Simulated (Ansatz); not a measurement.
Li2ZnCl4:
```xyz
14
Lattice="0.0000 5.1585 5.1585 5.1585 0.0000 5.1585 5.1585 5.1585 0.0000" Properties=species:S:1:pos:R:3 pbc="T T T"
Li     3.8689     3.8689     6.4481
Li     3.8689     6.4481     3.8689
Li     6.4481     6.4481     6.4481
Li     6.4481     3.8689     3.8689
Zn     0.0000     0.0000     0.0000
Zn     2.5793     2.5793     2.5793
Cl     3.8993     6.4177     6.4177
Cl     6.4785     6.4785     8.9970
Cl     6.4177     3.8993     6.4177
Cl     8.9970     8.9970     8.9970
Cl     3.8993     3.8993     3.8993
Cl     6.4785     8.9970     6.4785
Cl     6.4177     6.4177     3.8993
Cl     8.9970     6.4785     6.4785
```

Relaxed with r²SCAN. r²SCAN in the plane-wave PAW code Ansatz gives a gap of 4.96 eV.

What gap does HSE06 give on the same cell (Ansatz, PAW)?

5.82 eV, 0.86 eV more. The hybrid was solved on a coarser mesh and at special points; its gap is the smallest among all of these.

```json
[
 {"k": "Γ", "v1 r²SCAN": "0.00", "c1 r²SCAN": "4.96", "v1 HSE06": "0.00", "c1 HSE06": "5.82"},
 {"k": "X", "v1 r²SCAN": "-0.24", "c1 r²SCAN": "6.64", "v1 HSE06": "[?]", "c1 HSE06": "[?]"},
 {"k": "L", "v1 r²SCAN": "-0.12", "c1 r²SCAN": "5.91", "v1 HSE06": "[?]", "c1 HSE06": "[?]"},
 {"k": "W", "v1 r²SCAN": "-0.29", "c1 r²SCAN": "6.64", "v1 HSE06": "[?]", "c1 HSE06": "[?]"},
 {"k": "K", "v1 r²SCAN": "-0.13", "c1 r²SCAN": "6.56", "v1 HSE06": "[?]", "c1 HSE06": "[?]"}
]
```

Top valence (v1) and lowest conduction level (c1) in eV from each method's valence maximum (which need not be a listed point): supply the withheld HSE06 values.


- X, v1 HSE06: -0.25
- X, c1 HSE06: 7.65
- L, v1 HSE06: -0.12
- L, c1 HSE06: 6.83
- W, v1 HSE06: -0.30
- W, c1 HSE06: 7.66
- K, v1 HSE06: -0.14
- K, c1 HSE06: 7.56

Cost on shared cores: the r²SCAN run (SCF on a 5×5×5 mesh, then bands and DOS) roughly 2.7 core-minutes, the HSE06 run (SCF on 3×3×3, then a few points) very roughly 6 core-minutes; the tasks are unlike.

Space group Fd-3m (spinel). The workflow started from a Materials Project entry (that database holds measured and hypothetical structures alike); the Crystallography Open Database files this formula in space group No. 227, but the cells were not matched. Whether it is the stable phase at ambient conditions was not checked. The cell was relaxed with r²SCAN under the symmetry of its start; whether a distortion lowers the energy is not shown.

Potentials: the later of the program's two PAW sets.
